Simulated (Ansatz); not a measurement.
Computed with DFT PBE, scalar-relativistic, plane waves, PAW (Ansatz 0.2.0). All cells share a 420 eV cutoff and Γ-centred k meshes spaced at most about 0.3 Å⁻¹ (about 0.25 or finer for metals, 2π included). No spin polarisation in the final relaxations.

All energies are static (0 K, no zero-point motion).

Compare these two cells of Pd₂PtS₃, each relaxed at this level.

A.

```
CELL_PARAMETERS angstrom
3.38799 1.95606 2.92051
-3.38799 1.95606 2.92051
0.00000 -3.91211 2.92051
ATOMIC_POSITIONS crystal
Pd 0.67112 0.67112 0.67112
Pd 0.32888 0.32888 0.32888
Pt 0.00000 0.00000 0.00000
S 0.00000 0.50000 0.00000
S 0.50000 0.00000 0.00000
S 0.00000 0.00000 0.50000
```

B.

```
CELL_PARAMETERS angstrom
6.31420 0.00000 0.00000
-3.15710 5.46826 0.00000
0.00000 0.00000 3.26120
ATOMIC_POSITIONS crystal
Pd 0.33333 0.66667 0.50000
Pd 0.66667 0.33333 0.50000
Pt 0.00000 0.00000 0.50000
S 0.00000 0.50000 0.00000
S 0.50000 0.00000 0.00000
S 0.50000 0.50000 0.00000
```

Question: Which form is favoured at zero pressure, and by what margin per atom?

Answer: A is lower, by 0.38 eV/atom. A has space group R-3m (No. 166), 19.4 Å³/atom and no gap on its mesh; B has space group P6/mmm (No. 191), 18.8 Å³/atom and no gap. Counting S atoms around Pd and Pt (those within 1.25 times the shortest such distance or 1.15 times the sum of covalent radii; the shortest distance is added where it is long for a bond), A has Pd 3, Pt 6 and B has Pd 6, Pt 12 from 3.6 Å. The lower one is the more open, so pressure narrows the difference. Even the lower one lies +0.29 eV/atom against the reference forms of the elements (uncorrected), so neither is stable at this level. Both come from invented guesses. A third cell relaxed alike, in P4/mmm, lies 108 meV/atom below the lower of the two.

Spin–orbit coupling, which can matter for Pt, is left out. Cells relaxed within their symmetry can be saddle points.
